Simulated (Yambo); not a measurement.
Here is the system:

```
CELL_PARAMETERS angstrom
      0.00000     2.80640     2.80640
      2.80640     0.00000     2.80640
      2.80640     2.80640     0.00000
ATOMIC_POSITIONS crystal
  Mg 0.00000 0.00000 0.00000
  S  0.25000 0.25000 0.25000
```

Workflow: PBEsol (pw.x of Quantum ESPRESSO, ONCV potentials, no spin-orbit coupling), then G0W0 in Yambo (4×4×4 Γ-centred k mesh, bands 5 to 100 and a 10 Ry block in the screening, 100 bands in G with the Bruneval-Gonze terminator, plasmon pole fitted at 27.2 eV).

Problem. Give the PBEsol and G0W0 gaps between the band edges found on this mesh, and say where the edges lie.

Solution. Edges: Γ → Γ. PBEsol: 3.41 eV; G0W0: 5.30 eV. Convergence of the G0W0 settings was not tested. 

Geometry strained from the cell relaxed with PBEsol, atoms relaxed again.

This is not the ordinary phase of the substance; no match was found in the copy of COD used, and its stability was not checked.
